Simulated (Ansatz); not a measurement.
Input:

Al2O3:
Space group R-3, hexagonal axes (No. 148); a = b = 4.8019 Å, c = 13.4053 Å, α = β = 90.00°, γ = 120.00°

| atom | site | symmetry | x | y | z |
|---|---|---|---|---|---|
| Al | 3a | -3. | 0.0000 | 0.0000 | 0.0000 |
| Al | 3b | -3. | 0.0000 | 0.0000 | 0.5000 |
| Al | 6c | 3. | 0.0000 | 0.0000 | 0.3067 |
| O | 18f | 1 | 0.0328 | 0.3543 | 0.0748 |
(The calculation used a cell of 10 atoms; values per cell refer to that cell.)

This is the r²SCAN-relaxed structure.

Problem. All from r²SCAN (plane waves, PAW; program Ansatz), unless another level is named. Give the bulk modulus (Birch–Murnaghan fit).

Solution. 206 GPa.

Problem. What about the highest zone-centre frequency (without LO–TO term)?

Solution. 751 cm⁻¹.

The workflow started from a Materials Project entry (that database holds measured and hypothetical structures alike); the Crystallography Open Database copy checked does not list it. It is not the phase usual at ambient conditions (space group No. 167). The cell was relaxed with r²SCAN under the symmetry of its start; its stability against distortions is not shown here.

Potentials: the later of the program's two PAW sets.
